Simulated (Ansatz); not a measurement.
Ta₂AlB₂:
```
CELL_PARAMETERS angstrom
      3.08833     0.00000     0.00000
     -1.54417     2.67458     0.00000
      0.00000     0.00000     7.54879
ATOMIC_POSITIONS crystal
  Ta 0.33333 0.66667 0.70768
  Ta 0.33333 0.66667 0.29232
  Al 0.00000 0.00000 0.00000
  B  0.00000 0.00000 0.50000
  B  0.66667 0.33333 0.50000
```

Relaxed with r²SCAN. Special points in fractions of this cell's reciprocal vectors: Γ (0.000, 0.000, 0.000); M (0.500, 0.000, 0.000); K (0.333, 0.333, 0.000); A (0.000, 0.000, 0.500); L (0.500, 0.000, 0.500); H (0.333, 0.333, 0.500).

Task: List the band energies nearest the Fermi level at these points for plane-wave PAW r²SCAN (Ansatz code).

Result: In eV from the Fermi level; about four levels below and three above (degenerate sets whole), none deeper than 8.9 eV; points with the same levels are listed once.

```
k                    below           above
-  -----------------------  --------------
Γ  -0.48 -0.48 -0.09 -0.09  1.34 2.75 2.75
M  -4.58 -3.89 -3.62 -1.69  1.52 1.55 2.95
K  -3.41 -2.31 -2.18 -1.22  1.44 1.87 1.99
A  -0.42 -0.42 -0.12 -0.12  0.97 2.51 2.51
L  -3.74 -3.63 -3.35 -1.88  0.74 1.08 3.63
H  -3.33 -2.74 -2.58 -1.69  1.73 3.27 3.59
```

Space group P-6m2. The start of the workflow was typed in or built on a structure type; neither database checked (COD, Materials Project) lists it. Its standing as an ambient phase is unchecked. Symmetry was held in the r²SCAN relaxation; its stability against distortions is not shown here. The run is not spin-polarised. Scalar-relativistic: spin–orbit coupling is off unless named, which matters more the heavier the elements.

Potentials: the earlier of the program's two PAW sets. The files were generated under PBE; for other functionals the program regenerates the frozen cores, and for LDA and PBEsol the local potential too.
